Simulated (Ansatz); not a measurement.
Values for one crystal, relaxed and computed with plane-wave PAW r²SCAN (Ansatz code); other levels are named.

| Quantity | Result |
|---|---|
| Volume per atom | 14.07 Å³ |
| Electronic character | metallic (no gap) |
| Bulk modulus (Birch–Murnaghan fit) | 419 GPa |
| Hill bulk and shear moduli | 420 and 256 GPa |
| Density of states at the Fermi level | 0.71 states/eV per atom (mean over ±0.08 eV) |
| Gap with spin–orbit coupling | none (metallic) |
| Elastic constants (relaxed ions, GPa) | C11 = 642, C12 = 309, C44 = 342 |

Problem. Which compound is it?
A) Nb, fcc (Cu type)
B) Ag, fcc (Cu type)
C) Os, fcc (Cu type)
D) Ni, fcc (Cu type)

Solution. C, Os, fcc (Cu type)

Space group Fm-3m (fcc (Cu type)). The workflow started from an entry of the Crystallography Open Database (COD), which files this formula under 2 space groups. It is not the phase usual at ambient conditions (space group No. 194). The cell was relaxed with r²SCAN under the symmetry of its start; whether a distortion lowers the energy is not shown. No spin polarisation was allowed. As this level gives no gap, shear constants depend on the k-mesh and smearing (Fermi–Dirac, 0.1 eV here). Scalar-relativistic: spin–orbit coupling is off unless named, which matters more the heavier the elements.

Potentials: the earlier of the program's two PAW sets.
